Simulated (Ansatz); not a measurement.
Cs$_{2}$YAgF$_{6}$:
```
Cs2YAgF6
1.0
    0.00000     4.61102     4.61102
    4.61102     0.00000     4.61102
    4.61102     4.61102     0.00000
Cs Y Ag F
2 1 1 6
Direct
  0.75000   0.75000   0.75000
  0.25000   0.25000   0.25000
  0.50000   0.50000   0.50000
  0.00000   0.00000   0.00000
  0.73493   0.26507   0.26507
  0.26507   0.73493   0.73493
  0.26507   0.73493   0.26507
  0.73493   0.26507   0.73493
  0.26507   0.26507   0.73493
  0.73493   0.73493   0.26507
```

Relaxed with r²SCAN. Special points in fractions of this cell's reciprocal vectors: Γ (0.000, 0.000, 0.000); X (0.500, 0.000, 0.500); U (0.625, 0.250, 0.625); K (0.375, 0.375, 0.750); L (0.500, 0.500, 0.500); W (0.500, 0.250, 0.750).

List the band energies nearest the valence-band maximum at these points for plane-wave PAW r²SCAN with spin–orbit coupling (Ansatz code).

In eV from the valence-band maximum; about four levels below and three above (degenerate sets whole), none deeper than 8.9 eV; points with the same levels are listed once.

```json
[
 {"k": "Γ", "below": "-0.21 -0.21 -0.21 -0.21", "above": "3.83 3.83 6.12 6.12 6.12 6.12"},
 {"k": "X", "below": "-0.21 -0.21 -0.17 -0.17", "above": "4.70 4.70 6.34 6.34"},
 {"k": "U", "below": "-0.15 -0.15 -0.10 -0.10", "above": "4.81 4.81 6.43 6.43"},
 {"k": "L", "below": "0.00 0.00 0.00 0.00", "above": "4.95 4.95 6.21 6.21"},
 {"k": "W", "below": "-0.18 -0.18 -0.07 -0.07", "above": "4.83 4.83 6.44 6.44 6.44 6.44"}
]
```

Space group Fm-3m. The workflow started from a Materials Project entry (that database holds measured and hypothetical structures alike); the Crystallography Open Database copy checked does not list it. Its standing as an ambient phase is unchecked. The cell was relaxed with r²SCAN under the symmetry of its start; its stability against distortions is not shown here. The run is not spin-polarised.

Potentials: the later of the program's two PAW sets.
